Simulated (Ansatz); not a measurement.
GaAs:
```yaml
crystal:
  lattice:
    - [0.00000, 2.66461, 2.66461]
    - [2.66461, 0.00000, 2.66461]
    - [2.66461, 2.66461, 0.00000]
  atoms:
    - { symbol: As, position: [0.00000, 0.00000, 0.00000] }
    - { symbol: Ga, position: [0.50000, 0.50000, 0.50000] }
```

Relaxed with r²SCAN. Special points in fractions of this cell's reciprocal vectors: Γ (0.000, 0.000, 0.000); X (0.500, 0.000, 0.500); U (0.625, 0.250, 0.625); K (0.375, 0.375, 0.750); L (0.500, 0.500, 0.500); W (0.500, 0.250, 0.750).

**Question.** List the band energies nearest the Fermi level at these points for r²SCAN in the plane-wave PAW code Ansatz.

**Answer.** In eV from the Fermi level; about four levels below and three above (degenerate sets whole), none deeper than 8.9 eV; points with the same levels are listed once.

| k | below | above |
|---|---|---|
| Γ | -0.01 -0.01 -0.01 | 0.63 7.83 7.83 7.83 |
| X | -5.88 -3.55 -2.77 -2.77 | 4.00 10.99 10.99 |
| U | -6.28 -5.25 -2.04 -0.31 | 6.57 7.54 9.23 |
| L | -8.04 | 0.22 0.22 3.18 3.18 |
| W | -5.93 -4.67 -4.67 | 2.65 4.50 8.28 8.28 |

Space group Fm-3m (rock salt). The start of the workflow was typed in or built on a structure type; neither database checked (COD, Materials Project) lists it. It is not the phase usual at ambient conditions (space group No. 216). Symmetry was held in the r²SCAN relaxation; its stability against distortions is not shown here. Spin–orbit coupling is left out wherever it is not named.

Potentials: the later of the program's two PAW sets.
